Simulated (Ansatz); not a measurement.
Ansatz (an electronic-structure program) input:

Ansatz 0.2 input:
```yaml
crystal:
  lattice:
    - [3.9352082329, 0.0, 0.0]
    - [-1.9676041165, 3.4079902989, 0.0]
    - [0.0, 0.0, 6.126407842]
  atoms:
    - { symbol: La, position: [0.3333333333, 0.6666666667, 0.2461285411] }
    - { symbol: La, position: [0.6666666667, 0.3333333333, 0.7538714589] }
    - { symbol: O, position: [0.0, 0.0, 0.0] }
    - { symbol: O, position: [0.3333333333, 0.6666666667, 0.6461212586] }
    - { symbol: O, position: [0.6666666667, 0.3333333333, 0.3538787414] }
kpoints:
  mp_grid: { grid: [8, 8, 5] }
hamiltonian:
  xc: r2scan
  pseudopotentials: { kind: paw }
scf:
  occupations: { method: fixed }
phonons:
  method: dfpt
  response_accuracy: low
  eigenvectors: true
  rigid_motions: translations
  dielectric: true
  raman: true
```

Output (shortened):

```
Pseudopotential: La, paw, valence charge 11
Pseudopotential: O, paw, valence charge 6
Functional definition: r2SCAN
Crystal: 5 atoms, lattice volume = 82.162 Å³
Basis set: ecut = 500 eV, 2069 PW (Γ), exchange–correlation on 180×180×270 points (216 copies of the dense FFT grid, shifted against one another)
Bands: 25, of which v1, the nominal top of the filled ones, is band 20 counted from 1 (19 counted from 0)
Symmetry: 12 space group operations
k-points: 93 of 320 (irreducible under 2 space group operations, time reversal used)
SCF iter   1: F=—  HF=-14245.589368 eV  |F-HF|=—  |Δ(HF+E_count)|=         —  Δρ=1.42e-2  dr2=2.31e-1  dr2_τ=1.97e-1  ethr=1.77e-3  ⟨swp⟩=5.1  Hψ=9913  notcnv=0  defer=241
preconditioner: auto → Resta (q_TF=auto, 2.420 Å⁻¹)
SCF iter   2: F=—  HF=-14245.719809 eV  |F-HF|=—  |Δ(HF+E_count)|=   1.30e-1  Δρ=6.75e-3  dr2=1.74e-2  dr2_τ=8.03e-3  ethr=5.78e-4  ⟨swp⟩=3.5  Hψ=5171  notcnv=0  defer=259
SCF iter   3: F=—  HF=-14245.717150 eV  |F-HF|=—  |Δ(HF+E_count)|=   2.66e-3  Δρ=2.67e-3  dr2=4.65e-3  dr2_τ=3.59e-4  ethr=4.36e-5  ⟨swp⟩=3.6  Hψ=4530  notcnv=0  defer=276
SCF iter   4: F=—  HF=-14245.716545 eV  |F-HF|=—  |Δ(HF+E_count)|=   6.05e-4  Δρ=9.42e-4  dr2=4.62e-4  dr2_τ=8.69e-5  ethr=1.16e-5  ⟨swp⟩=4.0  Hψ=4197  notcnv=0  defer=276
SCF iter   5: F=—  HF=-14245.716535 eV  |F-HF|=—  |Δ(HF+E_count)|=   1.02e-5  Δρ=3.37e-4  dr2=7.22e-5  dr2_τ=1.30e-5  ethr=1.15e-6  ⟨swp⟩=2.0  Hψ=4081  notcnv=0  defer=276
SCF iter   6: F=—  HF=-14245.716539 eV  |F-HF|=—  |Δ(HF+E_count)|=   4.00e-6  Δρ=8.48e-5  dr2=5.79e-6  dr2_τ=4.32e-7  ethr=1.80e-7  ⟨swp⟩=2.0  Hψ=4069  notcnv=0  defer=276
SCF iter   7: F=—  HF=-14245.716540 eV  |F-HF|=—  |Δ(HF+E_count)|=   7.67e-7  Δρ=4.02e-5  dr2=1.49e-6  dr2_τ=9.75e-8  ethr=1.45e-8  ⟨swp⟩=2.0  Hψ=3932  notcnv=0  defer=265
SCF iter   8: F=—  HF=-14245.716540 eV  |F-HF|=—  |Δ(HF+E_count)|=   3.93e-8  Δρ=1.54e-5  dr2=2.13e-7  dr2_τ=4.84e-9  ethr=3.73e-9  ⟨swp⟩=2.0  Hψ=3160  notcnv=0  defer=251
SCF iter  10: F=-14245.716540 eV  HF=-14245.716540 eV  |F-HF|=2.73e-11  |Δ(HF+E_count)|=   1.66e-9  Δρ=2.21e-7  dr2=3.91e-11  dr2_τ=1.36e-12  ethr=1.00e-12  ⟨swp⟩=16.6  Hψ=19131  notcnv=0
SCF 1 converged in 10 iterations: F = -14245.716540 eV  dr2 = 3.91e-11
NSCF: frozen V_eff on 5 k-points
DFPT response loops at Γ: preconditioner auto → Resta (q_TF=auto, 2.420 Å⁻¹)  ε∞=3.7 (no band partly filled) …
── the response to a field inside a basis, on 8×8×6 k-points: an SCF that follows is theirs, and a resumed run solves both again ──
Crystal: 5 atoms, lattice volume = 82.162 Å³
Bands: 21, of which v1, the nominal top of the filled ones, is band 20 counted from 1 (19 counted from 0)
k-points: 108 of 384 (irreducible under 4 space group operations)
SCF iter   1: F=—  HF=-14245.690681 eV  |F-HF|=—  |Δ(HF+E_count)|=         —  Δρ=1.70e-4  dr2=4.64e-6  dr2_τ=4.71e-6  ethr=1.00e-1
preconditioner: auto → Resta (q_TF=auto, 2.420 Å⁻¹)
SCF iter   2: F=—  HF=-14245.690690 eV  |F-HF|=—  |Δ(HF+E_count)|=   9.58e-6  Δρ=8.88e-5  dr2=1.08e-6  dr2_τ=1.06e-6  ethr=1.16e-8
SCF iter   3: F=—  HF=-14245.690693 eV  |F-HF|=—  |Δ(HF+E_count)|=   2.67e-6  Δρ=3.34e-5  dr2=3.03e-7  dr2_τ=1.45e-7  ethr=2.69e-9
SCF iter   4: F=—  HF=-14245.690693 eV  |F-HF|=—  |Δ(HF+E_count)|=  3.69e-10  Δρ=4.18e-6  dr2=1.13e-8  dr2_τ=1.15e-9  ethr=7.59e-10
SCF iter   5: F=—  HF=-14245.690693 eV  |F-HF|=—  |Δ(HF+E_count)|=   5.80e-8  Δρ=1.92e-6  dr2=2.95e-9  dr2_τ=3.56e-10  ethr=2.83e-11
SCF iter   6: F=—  HF=-14245.690693 eV  |F-HF|=—  |Δ(HF+E_count)|=   6.21e-9  Δρ=1.29e-6  dr2=1.23e-9  dr2_τ=1.56e-10  ethr=7.37e-12
SCF iter   7: F=—  HF=-14245.690693 eV  |F-HF|=—  |Δ(HF+E_count)|=   1.55e-9  Δρ=5.31e-7  dr2=2.24e-10  dr2_τ=6.78e-12  ethr=3.08e-12
SCF iter   8: F=-14245.690693 eV  HF=-14245.690693 eV  |F-HF|=1.82e-12  |Δ(HF+E_count)|=   1.54e-9  Δρ=1.17e-7  dr2=1.09e-11  dr2_τ=3.42e-13  ethr=1.00e-12
SCF 1 converged in 8 iterations: F = -14245.690693 eV  dr2 = 1.09e-11
DFPT response loops at Γ: mixed as the last ones told, above
DFPT response loops at Γ: mixed as the last ones told, above
DFPT response loops at Γ: mixed as the last ones told, above
SCF converged after 10 iterations
Free energy (F): -14245.716540 eV
Harris-Foulkes:  -14245.716540 eV  (|F-HF|=2.73e-11)
Internal energy: -14245.716540 eV  (E = F + TS)
E sigma→0 (E₀):  -14245.716540 eV
Fermi energy:    9.355878 eV
--- Per-component energies (eV) ---
  E_band       = -34.299576
  E_kinetic    = 915.426746
  E_local      = -1538.521823  (includes V_loc(G=0)·N_el)
  E_nonlocal   = 331.548824
  E_hartree    = 550.454671
  E_xc         = -488.453099
  E_vxc        = -643.607952  (∫ρ·V_xc dr)
  E_paw        = -11355.768378  (= ΣΔE_a)
  E_vpaw       = -237.205550  (= ΣTr[D̂ρ^β])
  E_aug_tail   = 0.002979  (compensation charges beyond the density's cutoff)
  E_vtau       = 37.147634  (kinetic-family band-sum trace: ∫τ·v_τ [+ j·A + Jᵃ·Aᵃ] dr)
  E_ewald      = -2660.447661
  E_core_change = 0.041202  (= ΣΔE_core)
  E_smearing   =  0.000000  (= −TS)
  E_closure    = 0.000000  (closes the sum)
  Σ components = -14245.716540   (vs F -14245.716540, Δ=0.00e0)
  [band-id]    e_kinetic+e_local+e_nonlocal+2·e_hartree+e_vxc+e_vpaw+e_augmentation_tail+e_vtau = -34.299801   (vs E_band -34.299576, Δ=-2.25e-4)
--- Band table (eV; the first three rows and the last of 93) ---
  k-point 0: bands = ["-21.3259", "-21.0726", "-8.4160", "-7.3083", "-6.7901", "-4.3247", "-4.3247", "-4.0970", "-4.0970", "-4.0171", "-3.3961", "6.9716", "6.9716", "7.1591", "7.1591", "7.2680", "7.7432", "9.0042", "9.0042", "9.2660", "14.1405", "14.4777", …
  k-point 1: bands = ["-21.3030", "-21.0973", "-8.3637", "-7.3046", "-6.8789", "-4.3057", "-4.3057", "-4.1165", "-4.1165", "-3.9723", "-3.3878", "6.8022", "6.8022", "7.0104", "7.3188", "7.3188", "8.0125", "9.0353", "9.0353", "9.0726", "14.2439", "14.5287", …
  k-point 2: bands = ["-21.2435", "-21.1595", "-8.2649", "-7.3103", "-7.0204", "-4.2612", "-4.2612", "-4.1620", "-4.1620", "-3.9065", "-3.3726", "6.6580", "6.6580", "6.7837", "7.4432", "7.4432", "8.3150", "8.7126", "9.0916", "9.0916", "14.4850", "14.6069", …
  k-point 92: bands = ["-21.0730", "-21.0439", "-8.8306", "-8.6817", "-7.0793", "-4.7601", "-4.5706", "-4.3351", "-4.0470", "-3.0136", "-2.8369", "6.9754", "7.2482", "7.5453", "7.8132", "8.0856", "8.7079", "8.7842", "9.0578", "9.3559", "14.1681", "14.6338", …
--- Phonons (Γ-DFPT): 6 representative perturbations + reference, on 93 of 320 k-points (Σ response iterations 39) ---
  ASR residual: 4.955e-4 → 0.000e0 eV/Å²; symmetrization residual: 3.904e-5 eV/Å²
  ASR residual per site (eV/Å²): 8.14e-5 8.14e-5 2.52e-4 4.95e-4 4.95e-4
  Γ frequencies (cm⁻¹): 0.00 0.00 0.00 102.19 102.19 186.09 186.09 188.82 190.10 357.76 357.76 391.31 391.31 391.78 441.36
  ε∞ (high-frequency dielectric tensor):
        4.489313     0.000000     0.000000
        0.000000     4.489313     0.000000
        0.000000     0.000000     4.372034
  ε⁰ (static dielectric tensor: ions relaxed, cell fixed):
       25.850985     0.000000     0.000000
        0.000000    25.850985     0.000000
        0.000000     0.000000    26.622046
  ε⁰ − ε∞ (ionic part):
       21.361672     0.000000     0.000000
        0.000000    21.361672     0.000000
        0.000000     0.000000    22.250012
  softest optical mode at Γ: 102.19 cm⁻¹; the repairs (sum rule, projections) moved no ω² at Γ by more than (4.29 cm⁻¹)²
  Born effective charges Z* (e; rows j = field, columns β = displacement):
    site 0:
         4.20802    0.00000    0.00000
         0.00000    4.20802    0.00000
         0.00000    0.00000    3.81453
    site 1:
         4.20802    0.00000    0.00000
         0.00000    4.20802    0.00000
         0.00000    0.00000    3.81453
    site 2:
        -2.69448    0.00000    0.00000
         0.00000   -2.69448    0.00000
         0.00000    0.00000   -2.57209
    site 3:
        -2.86078    0.00000    0.00000
         0.00000   -2.86078    0.00000
         0.00000    0.00000   -2.52849
    site 4:
        -2.86078    0.00000    0.00000
         0.00000   -2.86078    0.00000
         0.00000    0.00000   -2.52849
  Z* charge neutrality: 4.292e-6 e pre-enforcement
  k-mesh period / interband length: 30.6 Å / 1.22 Å = 25.16 at k = (0.0000, 0.0000, 0.0000), direct gap 4.875 eV — 14 or more, which is no proof of convergence
  Raman tensors (in the event stream and the table raman_tensors.tsv) …
  optical modes at Γ without the LO–TO term, one row a degenerate level:
      ω (cm⁻¹)  modes    IR ((D/Å)²/amu)  static Raman (Å⁴/amu)  depolarisation
        102.19      2             0.0000                 3.0402           0.750
        186.09      2            48.4968                 0.0000               —
        188.82      1             0.0000                 5.1725           0.341
        190.10      1            30.5548                 0.0000               —
        357.76      2            31.4120                 0.0000               —
        391.31      2             0.0000               114.4053           0.750
        391.78      1             0.0000                49.6430           0.705
        441.36      1             2.2568                 0.0000               —
  optical modes at Γ + LO–TO along q̂ = [1.0000, 0.0000, 0.0000]:
      ω (cm⁻¹)  modes    IR ((D/Å)²/amu)  static Raman (Å⁴/amu)  depolarisation
        102.19      2             0.0000                 3.0402           0.750
        186.09      1            24.2484                 0.0000               —
        188.82      1             0.0000                 5.1725           0.341
        190.10      1            30.5548                 0.0000               —
        286.11      1             1.6386                 0.0000               —
        357.76      1            15.7060                 0.0000               —
        391.31      2             0.0000               114.4053           0.750
        391.78      1             0.0000                49.6430           0.705
        441.36      1             2.2568                 0.0000               —
        558.38      1            38.3158                 0.0000               —
  optical modes at Γ + LO–TO along q̂ = [0.0000, 1.0000, 0.0000]:
      ω (cm⁻¹)  modes    IR ((D/Å)²/amu)  static Raman (Å⁴/amu)  depolarisation
        102.19      2             0.0000                 3.0402           0.750
        186.09      1            24.2484                 0.0000               —
        188.82      1             0.0000                 5.1725           0.341
        190.10      1            30.5548                 0.0000               —
        286.11      1             1.6386                 0.0000               —
        357.76      1            15.7060                 0.0000               —
        391.31      2             0.0000               114.4053           0.750
        391.78      1             0.0000                49.6430           0.705
        441.36      1             2.2568                 0.0000               —
        558.38      1            38.3158                 0.0000               —
  optical modes at Γ + LO–TO along q̂ = [0.0000, 0.0000, 1.0000]:
      ω (cm⁻¹)  modes    IR ((D/Å)²/amu)  static Raman (Å⁴/amu)  depolarisation
        102.19      2             0.0000                 3.0402           0.750
        186.09      2            48.4968                 0.0000               —
        188.82      1             0.0000                 5.1725           0.341
        357.76      2            31.4120                 0.0000               —
        391.31      2             0.0000               114.4053           0.750
        391.78      1             0.0000                49.6430           0.705
        404.17      1             6.8029                 0.0000               —
        512.26      1            26.0088                 0.0000               —
```

Cost: roughly 60 core-minutes on shared cores.

Space group P-3m1 (La2O3 or Ni2Al3 type). The r²SCAN relaxation kept the symmetry of its start; phonons on a q-mesh show no instability. Spin–orbit coupling is left out wherever it is not named.

Potentials: the later of the program's two PAW sets.

Ansatz is a plane-wave DFT program.
